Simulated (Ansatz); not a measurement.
Input file for Ansatz (an electronic-structure program):

Ansatz 0.2 input:
```yaml
crystal:
  lattice:
    - [3.0109693876, 0.0, 0.0]
    - [-1.5054846938, 2.6075759796, 0.0]
    - [0.0, 0.0, 6.1023522045]
  atoms:
    - { symbol: Bi, position: [0.3333333333, 0.6666666667, 0.0045823684] }
    - { symbol: N, position: [0.3333333333, 0.6666666667, 0.4620481404] }
    - { symbol: B, position: [0.6666666667, 0.3333333333, 0.5271129652] }
    - { symbol: N, position: [0.6666666667, 0.3333333333, 0.7762565259] }
kpoints:
  mp_grid: { grid: [16, 16, 7] }
hamiltonian:
  xc: r2scan
  pseudopotentials: { azcp: { folder: ./paw }, kind: paw }
scf:
  occupations: { method: gaussian, width: 0.05 }
checkpoint: { read: metal.run }
output: { write_density: true, elf: true, volumetric_format: npy }
basis: { fft_grid_basis: typed }
```

Output (shortened):

```
Pseudopotentials: kind: paw
Pseudopotential: Bi, paw, valence charge 15
Pseudopotential: N, paw, valence charge 5
Pseudopotential: B, paw, valence charge 3
Functional definition: r2SCAN
Crystal: 4 atoms, lattice volume = 47.912 Å³
Basis set: ecut = 500 eV, 1247 PW (Γ), exchange–correlation on 96×96×180 points (64 copies of the dense FFT grid, shifted against one another)
Bands: 22, of which v1, the nominal top of the filled ones, is band 14 counted from 1 (13 counted from 0)
Symmetry: 6 space group operations
Space group: P3m1 (ITA 156), of the structure as read, at distance tolerance 3.6e-5 Å
k-points: 183 of 1792 (time reversal used)
PAW frozen core: Bi, regenerated for the run's functional
PAW frozen core: N, regenerated for the run's functional
PAW frozen core: B, regenerated for the run's functional
Initial density: read from a saved state, or passed on in memory by an earlier SCF of this step, an earlier step, the calling program or the single point that …
Stability of the state it starts from, as read at its close in the unpolarized treatment …
Initial wavefunctions: pseudopotential atomic-orbital guess
Eigensolver: davidson
Functional: x = r2scan, c = r2scan; τ floored in thin density (d = 2e-4 eV/Å³)
iter 1 solved again at ethr=3.34e-7 eV; its pass at ethr=3.10e-3 eV (dr2=9.37e-5 eV) is discarded
SCF iter   1: F=—  HF=-13336.880425 eV  |F-HF|=—  |Δ(HF+E_count)|=         —  Δρ=1.26e-6  dr2=6.20e-10  dr2_τ=1.19e-10  ethr=3.34e-7  ⟨swp⟩=3.2  Hψ=32038  notcnv=0
all-band conjugate gradients solve this SCF's bands
preconditioner: auto → Kerker (q_TF=auto, 2.495 Å⁻¹)
SCF iter   2: F=-13336.880425 eV  HF=-13336.880425 eV  |F-HF|=1.07e-10  |Δ(HF+E_count)|=   1.45e-7  Δρ=6.10e-7  dr2=1.57e-10  dr2_τ=1.14e-10  ethr=2.21e-12  ⟨swp⟩=7.0  Hψ=18411  notcnv=0
SCF 1 converged in 2 iterations: F = -13336.880425 eV  dr2 = 1.57e-10
SCF converged after 2 iterations
Free energy (F): -13336.880425 eV
Harris-Foulkes:  -13336.880425 eV  (|F-HF|=1.07e-10)
Internal energy: -13336.878815 eV  (E = F + TS)
E sigma→0 (E₀):  -13336.879620 eV
Entropy (-TS):   -0.001609 eV (-0.402 meV/atom)
Fermi energy:    11.501155 eV
--- Per-component energies (eV) ---
  E_band       = -50.605298
  E_kinetic    = 554.920432
  E_local      = -1680.314627  (includes V_loc(G=0)·N_el)
  E_nonlocal   = 487.680378
  E_hartree    = 630.315427
  E_xc         = -288.388443
  E_vxc        = -347.039137  (∫ρ·V_xc dr)
  E_paw        = -11026.920785  (= ΣΔE_a)
  E_vpaw       = -347.377185  (= ΣTr[D̂ρ^β])
  E_aug_tail   = 0.000159  (compensation charges beyond the density's cutoff)
  E_vtau       = 20.894210  (kinetic-family band-sum trace: ∫τ·v_τ [+ j·A + Jᵃ·Aᵃ] dr)
  E_ewald      = -2014.969146
  E_core_change = 0.797790  (= ΣΔE_core)
  E_smearing   = -0.001609  (= −TS)
  E_closure    = 0.000000  (closes the sum)
  Σ components = -13336.880425   (vs F -13336.880425, Δ=0.00e0)
  [band-id]    e_kinetic+e_local+e_nonlocal+2·e_hartree+e_vxc+e_vpaw+e_augmentation_tail+e_vtau = -50.604916   (vs E_band -50.605298, Δ=3.82e-4)
--- Band table (eV; the first three rows and the last of 183) ---
  k-point 0: bands = ["-12.8899", "-12.8899", "-12.8022", "-12.3441", "-12.3441", "-7.7402", "-4.2917", "-1.2667", "6.6548", "9.1401", "9.1401", "9.5032", "10.9559", "10.9559", "15.7576", "16.2907", "19.2772", "19.2772", "21.1069", "21.2867", "21.2867", "23.9685"]
  k-point 1: bands = ["-12.8899", "-12.8899", "-12.8020", "-12.3441", "-12.3441", "-7.7173", "-4.4231", "-1.0590", "6.2506", "9.1489", "9.1489", "9.9274", "10.9417", "10.9417", "15.5409", "16.2982", "19.3094", "19.3094", "21.2435", "21.2435", "21.3217", "23.9237"]
  k-point 2: bands = ["-12.8899", "-12.8899", "-12.8015", "-12.3441", "-12.3441", "-7.6629", "-4.6850", "-0.6034", "5.5110", "9.1691", "9.1691", "10.7369", "10.9094", "10.9094", "15.0386", "16.3024", "19.3864", "19.3864", "21.1429", "21.1429", "21.7977", "23.8915"]
  k-point 182: bands = ["-12.8601", "-12.6446", "-12.5951", "-12.5592", "-12.3096", "-4.0976", "-2.6704", "1.1736", "3.4488", "4.9302", "6.4419", "6.8633", "8.8622", "10.4345", "11.8973", "12.4926", "18.8570", "19.9461", "20.2752", "22.2581", "22.8887", "24.3862"]
  band table: 22 of 22 bands, residual norms ≤ 1.0e-3 eV
```

Cost: roughly 40 core-seconds on shared cores.

The start of the workflow was typed in or built on a structure type; neither database checked (COD, Materials Project) lists it. Its standing as an ambient phase is unchecked. Symmetry was held in the r²SCAN relaxation; its stability against distortions is not shown here. The volume moved by 16 % from the start of the relaxation. Its formation energy is positive at this level, so the cell may be metastable or incomplete. Spin–orbit coupling is left out wherever it is not named.

Potentials: the earlier of the program's two PAW sets.

Ansatz is a plane-wave DFT program.
